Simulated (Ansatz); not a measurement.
Is this Al7Cu structure stable?

The cell was found from a structure generator's guess, not taken from experiment.

Theory: Ansatz, DFT PBE, scalar-relativistic, plane waves, PAW. Cutoff 420 eV, Γ-centred 8×8×8 mesh (8-atom cell), Gaussian smearing of 0.10 eV, no spin polarisation.

```cif
data_structure
_symmetry_space_group_name_H-M 'P 1'
_symmetry_Int_Tables_number 1
_cell_length_a 5.6282
_cell_length_b 5.6282
_cell_length_c 5.6282
_cell_angle_alpha 60.000
_cell_angle_beta 60.000
_cell_angle_gamma 60.000
_cell_volume 126.07
loop_
_atom_site_label
_atom_site_type_symbol
_atom_site_fract_x
_atom_site_fract_y
_atom_site_fract_z
_atom_site_occupancy
Al1 Al 0.50000 0.00000 0.00000 1
Al2 Al 0.00000 0.50000 0.50000 1
Al3 Al 0.00000 0.50000 0.00000 1
Al4 Al 0.50000 0.00000 0.50000 1
Al5 Al 0.00000 0.00000 0.50000 1
Al6 Al 0.50000 0.50000 0.00000 1
Al7 Al 0.00000 0.00000 0.00000 1
Cu1 Cu 0.50000 0.50000 0.50000 1
```

The zero of energy is the elements' standard structures at the same level; no fitted shifts are applied.

Question: These tests were run: energy against the elements; random kick, then relaxation without symmetry; phonons on a 2×2×2 q mesh. What do they show?

Answer:

```tsv
test	result
energy against the elements	−0.01 eV/atom
random kick, then relaxation without symmetry	returns
phonons on a 2×2×2 q mesh	no imaginary mode on the mesh
```

It fails none of these tests outright. Other phases of the system weren't compared here, so this isn't yet thermodynamic stability. Undecided within the accuracy: energy against the elements.

The k mesh leaves some 4 meV/atom of noise in the energy of each metallic cell. The kick test ran on a coarse mesh. The run for the phonons used an 8×8×8 k mesh and Fermi–Dirac smearing of 0.15 eV.
